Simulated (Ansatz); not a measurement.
Profile along the Si–C line in SiC (wurtzite)

SiC (wurtzite)

```cif
data_C2Si2
_chemical_formula_sum 'Si2 C2'
_space_group_name_H-M_alt 'P 1'
_space_group_IT_number 1
_cell_length_a 3.07590
_cell_length_b 3.07590
_cell_length_c 5.04769
_cell_angle_alpha 90.000
_cell_angle_beta 90.000
_cell_angle_gamma 120.000
loop_
_space_group_symop_operation_xyz
  'x, y, z'
loop_
_atom_site_label
_atom_site_type_symbol
_atom_site_fract_x
_atom_site_fract_y
_atom_site_fract_z
_atom_site_occupancy
Si1 Si 0.66667 0.33333 0.00051 1
Si2 Si 0.33333 0.66667 0.50051 1
C1 C 0.66667 0.33333 0.62469 1
C2 C 0.33333 0.66667 0.12469 1
```

Fields along a shortest Si–C line of a (1 -1 0 0) plane (1.90 Å), from Si to C, interpolated on the slice's grid (step about 0.2 Å). Computed with PBEsol (plane waves to 420 eV, PAW, scalar-relativistic; Ansatz, a quantum-chemistry and plane-wave program). k mesh 12×12×7. Near the nuclei the fields are pseudised (PAW); where an atom keeps semicore shells as valence, they peak there. SiC was relaxed with its symmetry unable to fall.

| distance from Si (Å) | valence electron density (e/Å³) | electron localisation function | density of the highest valence band (e/Å³) | density of the lowest conduction band (e/Å³) |
|---|---|---|---|---|
| 0.00 | 0.05 | x | 0.003 | 0.028 |
| 0.10 | 0.06 | x | 0.003 | 0.028 |
| 0.19 | 0.09 | x | 0.006 | 0.030 |
| 0.29 | 0.14 | x | 0.014 | 0.033 |
| 0.38 | 0.23 | x | 0.027 | 0.037 |
| 0.47 | 0.34 | 0.45 | 0.046 | 0.041 |
| 0.57 | 0.47 | 0.67 | 0.069 | 0.044 |
| 0.67 | 0.59 | 0.83 | 0.091 | 0.046 |
| 0.76 | 0.69 | 0.90 | 0.111 | 0.045 |
| 0.85 | 0.78 | 0.92 | 0.128 | 0.044 |
| 0.95 | 0.87 | 0.92 | 0.145 | 0.044 |
| 1.04 | 0.97 | 0.92 | 0.163 | 0.046 |
| 1.14 | 1.10 | 0.91 | 0.187 | 0.051 |
| 1.23 | 1.27 | 0.89 | 0.215 | 0.059 |
| 1.33 | 1.45 | 0.82 | 0.243 | 0.070 |
| 1.42 | 1.64 | 0.71 | 0.250 | 0.081 |
| 1.52 | 1.77 | x | 0.236 | 0.086 |
| 1.61 | 1.83 | x | 0.181 | 0.086 |
| 1.71 | 1.82 | x | 0.106 | 0.082 |
| 1.80 | 1.78 | x | 0.037 | 0.077 |
| 1.90 | 1.76 | x | 0.005 | 0.077 |

x: too close to a nucleus for the ELF to mean much. Band densities are of whole bands, smooth part only.

Density on the Si–C line (1.90 Å) at its midpoint: 0.87 e/Å³. ELF at that point: 0.9. ELF maximum in the middle third of the Si–C line: 0.92, 1.0 Å from Si.
